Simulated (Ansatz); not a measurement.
Y (hcp, Mg type)

```yaml
crystal:
  lattice:
    - [3.68262, 0.00000, 0.00000]
    - [-1.84131, 3.18925, 0.00000]
    - [0.00000, 0.00000, 5.69845]
  atoms:
    - { symbol: Y, position: [0.33333, 0.66667, 0.75000] }
    - { symbol: Y, position: [0.66667, 0.33333, 0.25000] }
```

E(V) scan at fixed shape, V₀ the volume above. Symmetry pins the atoms to their sites.

Level of theory: r2SCAN (plane waves to 500 eV, PAW, scalar-relativistic; Ansatz, a quantum-chemistry and plane-wave program). k mesh 15×15×8 (Γ-centred), Fermi-Dirac smearing 0.05 eV. Stress and pressure are positive under compression. The PAW data are Ansatz's earlier set. Y is run without spin polarisation. Y was relaxed with its symmetry unable to fall.

At one point of the scan the stress tensor (GPa) is:

```
    1.8      0.0      0.0
    0.0      1.8      0.0
    0.0      0.0      1.7
```

Problem. Which point is it?
(A) V/V₀ = 0.960
(B) V/V₀ = 0.840
(C) V/V₀ = 0.920
(D) V/V₀ = 0.880

Solution. A, V/V₀ = 0.960

(A scan under strain: stresses follow from slopes of the energy per volume, elastic moduli from its curvatures.)
